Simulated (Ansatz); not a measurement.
**Bands of Na**

```
Na
1.0
     3.76700    0.00000    0.00000
    -1.88350    3.26232    0.00000
     0.00000    0.00000    6.15400
Na
2
Direct
  0.33333 0.66667 0.25000
  0.66667 0.33333 0.75000
```

Atom numbers follow the list: Na1, Na2.

The structure is an experimental refinement, used without relaxation.

Method: DFT, LDA, all-electron LAPW, scalar-relativistic (Ansatz 0.2.0).

Sampling and basis: a Γ-centred 11×11×6 k mesh, Fermi–Dirac smearing of 0.05 eV, basis error target 0.5 meV/atom, no spin polarisation.

Points in fractions of the reciprocal vectors of this cell: Γ (0, 0, 0), M (0.5, 0, 0), K (0.333, 0.333, 0), A (0, 0, 0.5), L (0.5, 0, 0.5), H (0.333, 0.333, 0.5). The path joins them by straight lines in the order Γ–M–K–Γ–A–L–H–A–L; legs that retrace an earlier one aren't tabulated. Energies are in eV from the Fermi level.

List the levels at Γ between -8 and 1 eV.

-3.26, 0.56, 0.87.

List the levels at H between -8 and 1 eV.

none.

List the levels at M between -8 and 1 eV.

0.24, 0.30.

What is the band gap?

none: bands cross the Fermi level, a metal.
